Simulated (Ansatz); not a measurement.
V₃In: which magnetic state is lowest?

Theory: DFT r2SCAN, scalar-relativistic, plane waves, PAW in Ansatz 0.2.0.

```
CELL_PARAMETERS angstrom
0.00000 3.13206 3.13206
3.13206 0.00000 3.13206
3.13206 3.13206 0.00000
ATOMIC_POSITIONS crystal
V 0.25000 0.25000 0.25000
V 0.75000 0.75000 0.75000
V 0.50000 0.50000 0.50000
In 0.00000 0.00000 0.00000
```

The plane-wave cutoff is 500 eV. The Γ-centred k-mesh is 12×12×12, the occupation rule is Gaussian smearing, 0.1 eV and the list of starting moments (μB, in atom order) is 3.5 3.5 3.5 0. The check for lower electronic states after the SCF is off.

All runs keep this geometry, which isn't relaxed for the lowest state (largest force there 0.000 eV/Å, pressure -3.0 GPa) and needn't be a stable compound; relaxing each order can shift differences of a few meV. Site moments are spin moments in atom-centred spheres that scale with the neighbour distance. The states are those that the runs reached from these starts; a lower one can exist. No antiferromagnetic start is among these.

Starts tried: no spin; large parallel starting moments. Which state comes out lowest, and what are the moments?

The lowest state is non-magnetic, reached from the start “no spin”, with site moments (μB) none over 0.05. The next state lies only 0.09 meV/atom higher, which mesh, smearing and relaxation can turn, so the order isn't settled.

| start | ends | energy above lowest (meV/atom) | site moments (μB) | gap on mesh (eV) | P (GPa) |
| --- | --- | --- | --- | --- | --- |
| no spin | non-magnetic | 0.00 | none over 0.05 | metal | -3.0 |
| large parallel starting moments | ferrimagnetic | 0.09 | V +0.20 (×2), V -0.23 | metal | -2.8 |

Cost: 2 runs of about 17 core-minutes in all, on Intel Xeon Processor @ 2.50GHz (Skylake/Cascade Lake) (shared hosts).